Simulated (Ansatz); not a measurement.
How Sb stores the work of compression

All numbers below come from Ansatz, DFT r2SCAN, scalar-relativistic, plane waves, PAW. Settings: 500 eV cutoff, 14×14×14 k-mesh, Gaussian smearing of 0.10 eV, no spin polarisation.

The relaxed crystal:

```
CELL_PARAMETERS angstrom
3.08753 0.00000 0.00000
0.00000 3.08753 0.00000
0.00000 0.00000 3.08753
ATOMIC_POSITIONS crystal
Sb 0.00000 0.00000 0.00000
```

Cell and atoms were relaxed at each target pressure within the start's symmetry (Pm-3m), at zero temperature; other phases can be more stable under pressure. H = E + PV with P the target; E is the free energy at the smearing used, whose derivative the pressure is, per atom and counted from zero pressure. The mesh named is that at zero pressure; some other pressures ran on another.

A cell with an odd number of electrons and no spin polarisation is a metal by construction and may be lower with spin.

| P (GPa) | V (Å³/atom) | E − E0 (meV) | H − H0 (meV) |
| --- | --- | --- | --- |
| 0 | 29.433 | 0.0 | 0.0 |
| 1 | 28.947 | 1.5 | 182.1 |
| 4 | 27.670 | 21.3 | 712.1 |
| 12 | 25.429 | 128.9 | 2033.5 |
| 25 | 23.172 | 382.2 | 3997.9 |
| 50 | 20.510 | 983.3 | 7384.0 |
| 90 | 18.101 | 2006.3 | 12174.3 |

Thermodynamics gives dH/dP = V along a relaxed path. Integrate V over P by the trapezoid rule and compare with the computed enthalpies.

With 1 eV/Å³ = 160.22 GPa, each step adds the mean volume times ΔP / 160.22:
| P (GPa) | ∫V dP (meV) | H − H0 (meV) | difference (meV) |
| --- | --- | --- | --- |
| 1 | 182.2 | 182.1 | 0.0 |
| 4 | 712.3 | 712.1 | 0.2 |
| 12 | 2037.9 | 2033.5 | 4.4 |
| 25 | 4009.7 | 3997.9 | 11.8 |
| 50 | 7417.8 | 7384.0 | 33.8 |
| 90 | 12237.6 | 12174.3 | 63.3 |

V(P) curves upward, so the trapezoid rule runs high; integrating a smooth curve through the same points (P as a polynomial of degree 4 in ln V) puts that excess at about 59.9 meV at 90 GPa, against the 63.3 meV found. What is left comes from the shape of V(P) between points this far apart, and from the mesh, the smearing and the stress tolerance.

At 90 GPa, how much of the enthalpy change is stored energy and how much is the PV term?

E rises by 2006 meV/atom and PV is 90 × 18.101 / 160.22 = 10168 meV/atom, so PV makes 84 % of ΔH. So between rival structures at high pressure a small difference in volume can outweigh the difference in energy: 1 % of this volume is worth 101.7 meV/atom at this pressure.

What bulk modulus do the lowest pressures give?

From the pressures that the runs reached, -1.00 GPa (29.955 Å³) and 1.00 GPa (28.947 Å³), B = −ΔP/Δln V = 2.00 / 0.0342 = 58 GPa, a mean over that range.

This simple cubic form isn't the element's structure at ambient conditions.